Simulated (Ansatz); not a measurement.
YTlPd in space group P-62m (No. 189; Pd on 1b, Tl on 3f, Pd on 2c, Y on 3g) at seven volumes, r²SCAN (plane waves, PAW; program Ansatz), shape and atoms relaxed at each. One row is withheld.

| V (Å³/atom) | P (GPa) |
|---|---|
| 20.136 | 10.78 |
| 20.800 | 6.57 |
| 21.464 | 3.00 |
| 22.128 | 0.00 |
| 22.791 | ? |
| 23.455 | -4.66 |
| 24.119 | -6.43 |

Q: Fit the shown pressures and predict the withheld one.

A: Third-order Birch–Murnaghan: P = (3/2)B₀(x^(7/2) − x^(5/2))[1 + (3/4)(B′ − 4)(x − 1)] with x = (V₀/V)^(2/3). Least squares on the six rows gives V₀ = 22.129 Å³/atom, B₀ = 91.51 GPa, B′ = 4.70. At V = 22.791, x = 0.9805 and P = -2.52 GPa. The run itself gave -2.53 GPa.

The workflow started from an entry of the Crystallography Open Database (COD). Its standing as an ambient phase is unchecked. The r²SCAN relaxation kept the symmetry of its start; its stability against distortions is not shown here. No spin polarisation was allowed. Scalar-relativistic: spin–orbit coupling is off unless named, which matters more the heavier the elements.

Potentials: the later of the program's two PAW sets.
